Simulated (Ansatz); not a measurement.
# Frozen-phonon scan for ZnAg (CsCl type)

ZnAg (CsCl type)

```
CELL_PARAMETERS angstrom
      6.15371     0.00000     0.00000
      3.07686     3.07686     0.00000
      0.00000     0.00000     3.07686
ATOMIC_POSITIONS crystal
  Zn 0.00000 0.50000 0.50000
  Zn 0.50000 0.50000 0.50000
  Ag 0.00000 0.00000 0.00000
  Ag 0.50000 0.00000 0.00000
```

The atoms are displaced by Q × the pattern below (from a DFPT mode at M = (0.5, 0.5, 0.0), largest move 1; Q in Å), at fixed cell. (q is in reciprocal vectors of the primitive cell; the cell shown is doubled to hold the pattern.)

| atom | x | y | z |
|---|---|---|---|
| Zn1 | 0.000 | 0.000 | -1.000 |
| Zn2 | 0.000 | 0.000 | 1.000 |

Atoms not listed stay in place.

All values below come from LDA (plane waves to 420 eV, PAW, scalar-relativistic; Ansatz, a quantum-chemistry and plane-wave program). k mesh 15×15×15 (Γ-centred), Fermi-Dirac smearing 0.05 eV. The energy includes the smearing's −TS. Compression counts positive. With partly filled bands, energies and forces of such displacements shift with the k mesh and the smearing. ZnAg was relaxed with its symmetry unable to fall. ΔE is measured from the undisplaced structure.

```json
[
 {"Q (Å)": "-0.180", "ΔE (meV/cell)": "154", "P (GPa)": "1.7", "−dE/dQ from forces (eV/Å)": "1.706"},
 {"Q (Å)": "-0.150", "ΔE (meV/cell)": "107", "P (GPa)": "1.2", "−dE/dQ from forces (eV/Å)": "1.426"},
 {"Q (Å)": "-0.120", "ΔE (meV/cell)": "69", "P (GPa)": "0.8", "−dE/dQ from forces (eV/Å)": "1.144"},
 {"Q (Å)": "-0.090", "ΔE (meV/cell)": "39", "P (GPa)": "0.4", "−dE/dQ from forces (eV/Å)": "0.860"},
 {"Q (Å)": "-0.060", "ΔE (meV/cell)": "17", "P (GPa)": "0.2", "−dE/dQ from forces (eV/Å)": "0.574"},
 {"Q (Å)": "-0.030", "ΔE (meV/cell)": "4", "P (GPa)": "0.0", "−dE/dQ from forces (eV/Å)": "0.287"},
 {"Q (Å)": "0.000", "ΔE (meV/cell)": "0", "P (GPa)": "0.0", "−dE/dQ from forces (eV/Å)": "0.000"},
 {"Q (Å)": "0.030", "ΔE (meV/cell)": "4", "P (GPa)": "0.0", "−dE/dQ from forces (eV/Å)": "-0.287"},
 {"Q (Å)": "0.060", "ΔE (meV/cell)": "17", "P (GPa)": "0.2", "−dE/dQ from forces (eV/Å)": "-0.574"},
 {"Q (Å)": "0.090", "ΔE (meV/cell)": "39", "P (GPa)": "0.4", "−dE/dQ from forces (eV/Å)": "-0.860"},
 {"Q (Å)": "0.120", "ΔE (meV/cell)": "69", "P (GPa)": "0.8", "−dE/dQ from forces (eV/Å)": "-1.144"},
 {"Q (Å)": "0.150", "ΔE (meV/cell)": "107", "P (GPa)": "1.2", "−dE/dQ from forces (eV/Å)": "-1.426"},
 {"Q (Å)": "0.180", "ΔE (meV/cell)": "154", "P (GPa)": "1.7", "−dE/dQ from forces (eV/Å)": "-1.706"}
]
```

Summary:

* **Energy at Q = 0.180 Å**: 154 meV/cell
* **Space group of the distorted cell**: P4/nmm (No. 129), lowered from Pm-3m
* **Symmetry of the curve**: even: the same for both signs
* **Shape of the curve**: a single well with its minimum at or next to zero displacement
* **Harmonic wavenumber from the curvature (finite differences)**: 141 cm⁻¹
* **Wavenumber by perturbation theory (DFPT, on another k mesh)**: 141 cm⁻¹

(For displaced atoms, the force is minus the slope of the energy, and its curvature is a force constant, which sets phonon frequencies.)
